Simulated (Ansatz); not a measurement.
TiS2:
```
CELL_PARAMETERS angstrom
      3.31482     0.00000     0.00000
     -1.65741     2.87072     0.00000
      0.00000     0.00000     5.44654
ATOMIC_POSITIONS crystal
  Ti 0.00000 0.00000 0.00000
  S  0.33333 0.66667 0.26093
  S  0.66667 0.33333 0.73907
```

This is the LDA-relaxed structure.

Problem. All from the program Ansatz at the LDA level (PAW), unless another level is named. Give the Hill bulk and shear moduli.

Solution. 49.8 and 37.1 GPa.

Problem. Give the vibrational entropy at 300 K.

Solution. 24.9 J/(K·mol of atoms).

Space group P-3m1 (CdI2 type). Symmetry was held in the LDA relaxation; phonons on a q-mesh show no instability. No spin polarisation was allowed. A crystal of weakly bound layers computed without a dispersion correction: the cell and the soft elastic constants depend strongly on that. As this level gives no gap, shear constants depend on the k-mesh and smearing (Fermi–Dirac, 0.1 eV here).

Potentials: the later of the program's two PAW sets.
